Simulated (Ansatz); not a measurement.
**NbSi2, first-principles data**

NbSi$_{2}$:
```yaml
crystal:
  lattice:
    - [4.79613, 0.00000, 0.00000]
    - [-2.39807, 4.15357, 0.00000]
    - [0.00000, 0.00000, 6.57792]
  atoms:
    - { symbol: Nb, position: [0.50000, 0.50000, 0.66667] }
    - { symbol: Nb, position: [0.00000, 0.50000, 0.33333] }
    - { symbol: Nb, position: [0.50000, 0.00000, 0.00000] }
    - { symbol: Si, position: [0.68344, 0.84172, 0.33333] }
    - { symbol: Si, position: [0.84172, 0.68344, 0.00000] }
    - { symbol: Si, position: [0.15828, 0.84172, 0.66667] }
    - { symbol: Si, position: [0.31656, 0.15828, 0.33333] }
    - { symbol: Si, position: [0.15828, 0.31656, 0.00000] }
    - { symbol: Si, position: [0.84172, 0.15828, 0.66667] }
```

Space group P6_422 (No. 181); conventional cell a = b = 4.796 Å, c = 6.578 Å, α = β = 90.00°, γ = 120.00°.

Method: the program Ansatz at the r²SCAN level (PAW). Structure relaxed to zero pressure with the same functional. Other levels are named where they apply.

**Cell and energy**

| Quantity | Result |
|---|---|
| Volume per atom | 14.56 Å³ |
| Density | 5.67 g/cm³ |
| Formation energy from the elements (no fitted shifts) | -0.54 eV/atom |

**Electronic structure**

| Property | Value |
|---|---|
| Electronic character | metallic (no gap) |
| Density of states at the Fermi level | 0.35 states/eV per atom (mean over ±0.08 eV) |
| Gap with spin–orbit coupling | none (metallic) |

**Mechanics**

| Item | Value |
|---|---|
| Bulk modulus (Birch–Murnaghan fit) | 1820 kbar |
| Pressure derivative B′ | 4.4 |

**Charges**

| Item | Value |
|---|---|
| Bader charges | Nb +0.90, Si -0.45 e |

The first step of the workflow began from a Materials Project structure, measured or hypothetical; the Crystallography Open Database files this formula in space group No. 181, but the cells were not matched. Whether it is the stable phase at ambient conditions was not checked. The cell was relaxed with r²SCAN under the symmetry of its start; whether a distortion lowers the energy is not shown. The run is not spin-polarised. The references are the lowest solids computed at this level, not always the standard phases. Spin–orbit coupling is left out wherever it is not named.

Potentials: the later of the program's two PAW sets.
